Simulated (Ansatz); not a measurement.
A plane-wave DFT run in Ansatz 0.2.0 (scalar-relativistic PAW potentials unless the input names others): input and command.

```yaml
crystal:
  lattice:
    - [0.0, 3.2846717406, 3.2846717406]
    - [3.2846717406, 0.0, 3.2846717406]
    - [3.2846717406, 3.2846717406, 0.0]
  atoms:
    - { symbol: Si, position: [0.25, 0.25, 0.25] }
    - { symbol: Si, position: [0.75, 0.75, 0.75] }
    - { symbol: Sb, position: [0.0, 0.0, 0.0] }
basis:
  ecutwfc: 500
kpoints:
  mp_grid: { grid: [12, 12, 12] }
hamiltonian:
  xc: r2scan
scf:
  occupations: { method: gaussian, width: 0.1 }
  max_iter: 80
output:
  forces: true
  eigenvaluess: true
  stress: true
```

```bash
ansatz run input.yaml --threads 1 --pin off --max-ram 2560MiB --backend cpu --events-out ev --progress --plain --runs-dir out
```

Problem. What is wrong with this input?

Solution. The program refuses it, because of a misspelt key (the key output.eigenvalues typed as eigenvaluess). With the key spelt rightly it is accepted.

Abridged log:
```
Error: YAML parse error: error: line 21 column 3: unknown field `eigenvaluess`, expected one of write_density, write_potential, write_potential_components, volumetric_format, write_bands, fatbands, populations, hubbard, elf, band_densities, bader, dos, optics, efg, charged_corrections, wannier, polarization, topological_invariants, transmission, current_voltage, crpa, pair_interaction, rpa_energy, embedding, core_levels, xc_energy_on_converged_density, boltztrap, local_orbitals, orbitals, eigenstates, states_by_energy, atomic_orbital_hamiltonian, active_space, given_orbital_levels, support_mat ...
  --> <input>:21:3
   |
19 | output:
20 |   forces: true
21 |   eigenvaluess: true
   |   ^ unknown field `eigenvaluess`, expected one of write_density, write_potential, write_potential_components, volumetric_format, write_bands, fatbands, populations, hubbard, elf, band_densities, bader, dos, optics, efg, charged_corrections, wannier, polarization, topological_invariants, transmission, current_voltage, crpa, pair_interaction, rpa_energy, embedding, core_levels, xc_energy_on_converged_density, boltztrap, local_orbitals, orbitals, eigenstates, states_by_energy, atomic_orbital_hamiltonian, active_space, given_orbital_levels, support_matrices, forces, stress, cutoff_correction, ...
22 |   stress: true
   |
```